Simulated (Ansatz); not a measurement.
Ansatz (an electronic-structure program) input:

Ansatz 0.2 input:
```yaml
crystal:
  lattice:
    - [0.0, 3.1818441356, 3.1818441356]
    - [3.1818441356, 0.0, 3.1818441356]
    - [3.1818441356, 3.1818441356, 0.0]
  atoms:
    - { symbol: Sn, position: [0.0, 0.0, 0.0] }
    - { symbol: Te, position: [0.5, 0.5, 0.5] }
kpoints:
  mp_grid: { grid: [6, 6, 6] }
hamiltonian:
  xc: hse06
  pseudopotentials: { azcp: { folder: ./paw }, kind: paw_fr }
magnetization: { noncollinear: true, spin_orbit: true }
scf:
  n_extra_bands: 12
  occupations: { method: gaussian, width: 0.02 }
output:
  eigenvalues: true
  eigenstates:
    e_range: [-9.0, 8.3]
    kpoints:
      - [0.5, 0.5, 0.5]  # VBM
      - [0.0, 0.0, -0.5]  # CBM
      - [0.0, 0.0, 0.0]  # GAMMA
      - [0.5, 0.0, 0.5]  # X
      - [0.5, 0.5, 0.5]  # L
      - [0.5, 0.25, 0.75]  # W
      - [0.375, 0.375, 0.75]  # K
      - [0.625, 0.25, 0.625]  # U
```

Output (shortened):

```
Pseudopotential: Sn, paw, valence charge 14
Pseudopotential: Te, paw, valence charge 16
Functional definition: HSE06
non-collinear run that drives no moment, with spin-orbit …
Crystal: 2 atoms, lattice volume = 64.427 Å³
Basis set: ecut = 420 eV, 1243 PW (Γ)
Bands: 42, of which v1, the nominal top of the filled ones, is band 30 counted from 1 (29 counted from 0)
Symmetry: 48 space group operations + 48 with time reversal
k-points: 16 of 216
Projection manifold: j_resolved (fully-relativistic pseudo-atomic orbitals)
iter 1 solved again at ethr=2.75e-4 eV; its pass at ethr=1.00e-1 eV (dr2=8.24e-2 eV) is discarded
SCF iter   1: F=—  HF=-13009.761880 eV  |F-HF|=—  |Δ(HF+E_count)|=         —  Δρ=1.11e-2  dr2=8.37e-2  dr2_m=0.00e0 (ungated)  ethr=2.75e-4  |M|=0.00e0 ∫|m|=0.00e0 μB  |m|>n=0.0e0 m-floor=0.0e0 τ_xc=0.0e0  β_m=0.30  ⟨swp⟩=6.8  Hψ=4560  notcnv=0
preconditioner: auto → none
SCF iter   2: F=—  HF=-13009.759710 eV  |F-HF|=—  |Δ(HF+E_count)|=   2.17e-3  Δρ=7.43e-3  dr2=3.11e-2  dr2_m=0.00e0 (ungated)  ethr=2.75e-4  |M|=0.00e0 ∫|m|=0.00e0 μB  |m|>n=0.0e0 m-floor=0.0e0 τ_xc=0.0e0  β_m=0.52  ⟨swp⟩=2.0  Hψ=1344  notcnv=0
iter 3 solved again at ethr=6.45e-6 eV; its pass at ethr=1.04e-4 eV (dr2=1.94e-3 eV) is discarded
SCF iter   3: F=—  HF=-13009.765325 eV  |F-HF|=—  |Δ(HF+E_count)|=   5.62e-3  Δρ=1.69e-3  dr2=1.74e-3  dr2_m=0.00e0 (ungated)  ethr=6.45e-6  |M|=0.00e0 ∫|m|=0.00e0 μB  |m|>n=0.0e0 m-floor=0.0e0 τ_xc=0.0e0  β_m=0.54  ⟨swp⟩=4.1  Hψ=2994  notcnv=0  defer=12
SCF iter   4: F=—  HF=-13009.765792 eV  |F-HF|=—  |Δ(HF+E_count)|=   4.67e-4  Δρ=4.12e-4  dr2=7.32e-5  dr2_m=0.00e0 (ungated)  ethr=5.82e-6  |M|=0.00e0 ∫|m|=0.00e0 μB  |m|>n=0.0e0 m-floor=0.0e0 τ_xc=0.0e0  β_m=0.64  ⟨swp⟩=3.4  Hψ=1584  notcnv=0  defer=4
SCF iter   5: F=-13009.765813 eV  HF=-13009.765813 eV  |F-HF|=1.84e-7  |Δ(HF+E_count)|=   2.17e-5  Δρ=4.00e-5  dr2=8.48e-7  dr2_m=0.00e0 (ungated)  ethr=2.44e-7  |M|=0.00e0 ∫|m|=0.00e0 μB  |m|>n=0.0e0 m-floor=0.0e0 τ_xc=0.0e0  ⟨swp⟩=3.1  Hψ=1262  notcnv=0  defer=2
SCF 1 stopped early in 5 iterations: F = -13009.765813 eV  dr2 = 8.48e-7
Crystal: 2 atoms, lattice volume = 64.427 Å³
Projection manifold: j_resolved (fully-relativistic pseudo-atomic orbitals)
Exchange kernel: α = 0.2500, screened, ω = 0.2079 Å⁻¹, Wigner–Seitz truncation, v(0) = 1046.8884 eV·Å³, q-mesh 6×6×6, nearest image of the exchange supercell L …
Frozen-core exchange: fock
SCF iter   1: F=—  HF=-13009.262167 eV  |F-HF|=—  |Δ(HF+E_count)|=         —  Δρ=4.03e-3  dr2=1.21e-2  dr2_m=0.00e0 (ungated)  ethr=2.83e-8  |M|=0.00e0 ∫|m|=0.00e0 μB  |m|>n=0.0e0 m-floor=0.0e0 τ_xc=0.0e0  β_m=0.30  ⟨swp⟩=10.1  Hψ=4002  notcnv=0
preconditioner: auto → none
SCF iter   2: F=—  HF=-13009.258502 eV  |F-HF|=—  |Δ(HF+E_count)|=   3.66e-3  Δρ=1.87e-3  dr2=2.20e-3  dr2_m=0.00e0 (ungated)  ethr=2.83e-8  |M|=0.00e0 ∫|m|=0.00e0 μB  |m|>n=0.0e0 m-floor=0.0e0 τ_xc=0.0e0  β_m=0.53  ⟨swp⟩=5.0  Hψ=2448  notcnv=0
SCF iter   3: F=—  HF=-13009.263452 eV  |F-HF|=—  |Δ(HF+E_count)|=   4.95e-3  Δρ=8.75e-4  dr2=5.73e-4  dr2_m=0.00e0 (ungated)  ethr=2.83e-8  |M|=0.00e0 ∫|m|=0.00e0 μB  |m|>n=0.0e0 m-floor=0.0e0 τ_xc=0.0e0  β_m=0.53  ⟨swp⟩=5.0  Hψ=2448  notcnv=0
SCF iter   4: F=—  HF=-13009.263303 eV  |F-HF|=—  |Δ(HF+E_count)|=   1.49e-4  Δρ=1.29e-4  dr2=7.37e-5  dr2_m=0.00e0 (ungated)  ethr=2.83e-8  |M|=0.00e0 ∫|m|=0.00e0 μB  |m|>n=0.0e0 m-floor=0.0e0 τ_xc=0.0e0  β_m=0.67  ⟨swp⟩=4.2  Hψ=1646  notcnv=0
Mixer restart at iter 4: flushing history
SCF iter   5: F=—  HF=-13009.263505 eV  |F-HF|=—  |Δ(HF+E_count)|=   2.02e-4  Δρ=1.98e-4  dr2=8.13e-5  dr2_m=0.00e0 (ungated)  ethr=1.28e-8  |M|=0.00e0 ∫|m|=0.00e0 μB  |m|>n=0.0e0 m-floor=0.0e0 τ_xc=0.0e0  β_m=0.67  ⟨swp⟩=4.1  Hψ=1778  notcnv=0
SCF iter   6: F=—  HF=-13009.263550 eV  |F-HF|=—  |Δ(HF+E_count)|=   4.48e-5  Δρ=9.38e-5  dr2=1.88e-5  dr2_m=0.00e0 (ungated)  ethr=1.28e-8  |M|=0.00e0 ∫|m|=0.00e0 μB  |m|>n=0.0e0 m-floor=0.0e0 τ_xc=0.0e0  β_m=0.78  ⟨swp⟩=4.2  Hψ=1664  notcnv=0
SCF iter   7: F=—  HF=-13009.263577 eV  |F-HF|=—  |Δ(HF+E_count)|=   2.72e-5  Δρ=9.05e-5  dr2=1.78e-5  dr2_m=0.00e0 (ungated)  ethr=1.05e-8  |M|=0.00e0 ∫|m|=0.00e0 μB  |m|>n=0.0e0 m-floor=0.0e0 τ_xc=0.0e0  β_m=0.89  ⟨swp⟩=3.1  Hψ=1586  notcnv=0  defer=2
SCF iter   8: F=-13009.263602 eV  HF=-13009.263606 eV  |F-HF|=4.02e-6  |Δ(HF+E_count)|=   2.87e-5  Δρ=5.81e-5  dr2=5.34e-6  dr2_m=0.00e0 (ungated)  ethr=1.05e-8  |M|=0.00e0 ∫|m|=0.00e0 μB  |m|>n=0.0e0 m-floor=0.0e0 τ_xc=0.0e0  ⟨swp⟩=4.5  Hψ=1964  notcnv=0
SCF 2 stopped early in 8 iterations: F = -13009.263602 eV  dr2 = 5.34e-6
hybrid outer 1: dexx = +7.130e-3 eV, tail = 7.07e-5 eV
Crystal: 2 atoms, lattice volume = 64.427 Å³
Projection manifold: j_resolved (fully-relativistic pseudo-atomic orbitals)
Exchange kernel: α = 0.2500, screened, ω = 0.2079 Å⁻¹, Wigner–Seitz truncation, v(0) = 1046.8884 eV·Å³, q-mesh 6×6×6, nearest image of the exchange supercell L …
Frozen-core exchange: fock
SCF iter   1: F=—  HF=-13009.263194 eV  |F-HF|=—  |Δ(HF+E_count)|=         —  Δρ=5.32e-5  dr2=3.01e-6  dr2_m=0.00e0 (ungated)  ethr=1.14e-6  |M|=0.00e0 ∫|m|=0.00e0 μB  |m|>n=0.0e0 m-floor=0.0e0 τ_xc=0.0e0  β_m=0.30  ⟨swp⟩=3.6  Hψ=1486  notcnv=0
preconditioner: auto → Kerker (q_TF=auto, 2.402 Å⁻¹)
spin=Noncollinear: Kerker preconditioning applied to the charge; magnetization (m_x, m_y, m_z) channels mix plain (no charge-response kernel on spin).
SCF iter   2: F=—  HF=-13009.263197 eV  |F-HF|=—  |Δ(HF+E_count)|=   3.26e-6  Δρ=5.53e-5  dr2=2.94e-6  dr2_m=0.00e0 (ungated)  ethr=6.96e-9  |M|=0.00e0 ∫|m|=0.00e0 μB  |m|>n=0.0e0 m-floor=0.0e0 τ_xc=0.0e0  β_m=0.64  ⟨swp⟩=4.1  Hψ=1642  notcnv=0
SCF iter   3: F=—  HF=-13009.263197 eV  |F-HF|=—  |Δ(HF+E_count)|=   1.90e-7  Δρ=3.81e-5  dr2=1.65e-6  dr2_m=0.00e0 (ungated)  ethr=6.96e-9  |M|=0.00e0 ∫|m|=0.00e0 μB  |m|>n=0.0e0 m-floor=0.0e0 τ_xc=0.0e0  β_m=0.82  ⟨swp⟩=2.2  Hψ=1162  notcnv=0  defer=2
iter 4 solved again at ethr=6.03e-11 eV; its pass at ethr=5.23e-9 eV (dr2=1.81e-8 eV) is discarded
SCF iter   4: F=-13009.263197 eV  HF=-13009.263197 eV  |F-HF|=5.36e-9  |Δ(HF+E_count)|=   3.07e-7  Δρ=8.25e-6  dr2=2.44e-8  dr2_m=0.00e0 (ungated)  ethr=6.03e-11  |M|=0.00e0 ∫|m|=0.00e0 μB  |m|>n=0.0e0 m-floor=0.0e0 τ_xc=0.0e0  ⟨swp⟩=4.2  Hψ=3034  notcnv=0  defer=20
SCF 3 converged in 4 iterations: F = -13009.263197 eV  dr2 = 2.44e-8
hybrid outer 2: dexx = +5.578e-6 eV, tail = 8.74e-8 eV, Δε = 6.55e-3 eV (about 6.06e-4 eV left of the loop's levels)
NSCF: frozen V_eff on 8 k-points
hybrid SCF converged: 2 outer / 12 inner (+5 warm-up), last move |dexx| = 5.58e-6 eV, tail = 8.74e-8 eV
Stability not checked (fock_operator)
Magnetization: |M| = 0.0000 μB,  M = (+0.0000, +0.0000, +0.0000) μB
Absolute magnetization: 0.0000 μB (∫|m|)
  site 0: m = (+0.0000, +0.0000, +0.0000) μB, |m| = 0.0000 μB  (R = 1.31 Å)
  site 1: m = (+0.0000, +0.0000, +0.0000) μB, |m| = 0.0000 μB  (R = 1.31 Å)
Free energy (F): -13009.263197 eV
Frozen-core exchange: fock
Harris-Foulkes:  -13009.263197 eV  (|F-HF|=5.36e-9)
Internal energy: -13009.262843 eV  (E = F + TS)
E sigma→0 (E₀):  -13009.263020 eV
Entropy (-TS):   -0.000354 eV (-0.177 meV/atom)
Fermi energy:    9.251506 eV
--- Per-component energies (eV) ---
  E_band       = -423.538082
  E_kinetic    = 337.029657
  E_local      = -2720.868252  (includes V_loc(G=0)·N_el)
  E_nonlocal   = 208.139832
  E_hartree    = 1356.812530
  E_xc         = -199.249494
  E_vxc        = -146.088525  (∫ρ·V_xc dr)
  E_exx        = -81.203307  (= α·E_x^exact, valence–valence)
  E_paw        = -9013.018003  (= ΣΔE_a)
  E_vpaw       = -652.967265  (= ΣTr[D̂ρ^β])
  E_aug_tail   = 0.000394  (compensation charges beyond the density's cutoff)
  E_ewald      = -2896.993513
  E_core_change = 0.087313  (= ΣΔE_core)
  E_smearing   = -0.000354  (= −TS)
  E_closure    =  0.000000  (closes the sum)
  Σ components = -13009.263197   (vs F -13009.263197, Δ=1.82e-12)
  [band-id]    e_kinetic+e_local+e_nonlocal+2·e_hartree+e_vxc+2·e_exx+e_vpaw+e_augmentation_tail = -423.535712   (vs E_band -423.538082, Δ=2.37e-3)
--- Band table (eV; the first three rows and the last of 16) ---
  k-point 0: bands = ["-31.3168", "-31.3168", "-31.3168", "-31.3168", "-29.8232", "-29.8232", "-29.8232", "-29.8232", "-29.8181", "-29.8181", "-15.7312", "-15.7312", "-15.7312", "-15.7312", "-14.6691", "-14.6691", "-14.6691", "-14.6691", "-14.6623", …
  k-point 1: bands = ["-31.3168", "-31.3168", "-31.3167", "-31.3167", "-29.8232", "-29.8232", "-29.8230", "-29.8230", "-29.8180", "-29.8180", "-15.7317", "-15.7317", "-15.7308", "-15.7308", "-14.6705", "-14.6705", "-14.6687", "-14.6687", "-14.6613", …
  k-point 2: bands = ["-31.3167", "-31.3167", "-31.3164", "-31.3164", "-29.8231", "-29.8231", "-29.8226", "-29.8226", "-29.8177", "-29.8177", "-15.7326", "-15.7326", "-15.7298", "-15.7298", "-14.6733", "-14.6733", "-14.6678", "-14.6678", "-14.6593", …
  k-point 15: bands = ["-31.3164", "-31.3164", "-31.3163", "-31.3163", "-29.8228", "-29.8228", "-29.8227", "-29.8227", "-29.8173", "-29.8173", "-15.7319", "-15.7319", "-15.7299", "-15.7299", "-14.6748", "-14.6748", "-14.6685", "-14.6685", "-14.6562", …
```

Cost: about 13 core-minutes (a rough figure) on shared cores.

The points marked VBM and CBM come from a semilocal run.

Space group Fm-3m (rock salt). The cell was relaxed with HSE06 under the symmetry of its start.

Potentials: the earlier of the program's two PAW sets. The files were generated under PBE; for other functionals the program regenerates the frozen cores, and for LDA and PBEsol the local potential too.

Ansatz is a plane-wave DFT program.
